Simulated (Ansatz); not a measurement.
# BaLiF3: how the free axis answers a strain

BaLiF3, Pm-3m, a = 3.982 Å. The structure is a Materials Project entry; whether it is the stable form wasn't checked. Ansatz: r2SCAN, PAW, 500 eV, Γ-centred 6×6×6 mesh on 5 atoms, Gaussian smearing 0.02 eV; no spin polarisation. Series: biaxial strain in the a-b plane, c and atoms relaxed; x is the strain in per cent. y is the change of c in per cent of 3.982 Å.

```tsv
x (%)	y (%)
-3.0	?
-2.0	1.43
-1.0	0.70
0.0	0.00
1.0	-0.71
2.0	-1.39
3.0	-2.06
```

**Question.** Fit y = c1 x + c2 x² to the other rows, say what c1 measures, and predict the missing y.

**Answer.** Least squares on the rows shown. y = −0.7039 x + 0.005357 x². With no stress along c, c1 = −2C12/C11 = -0.704. At x = -3.0 the fit asked for gives 2.16 %. The run gave 2.17 %, so the fit is 0.01 % too low, within twice the rms miss on the fitted rows (0.007 %).

Symmetry holds off the tilts and polar distortions that many cubic perovskites undergo.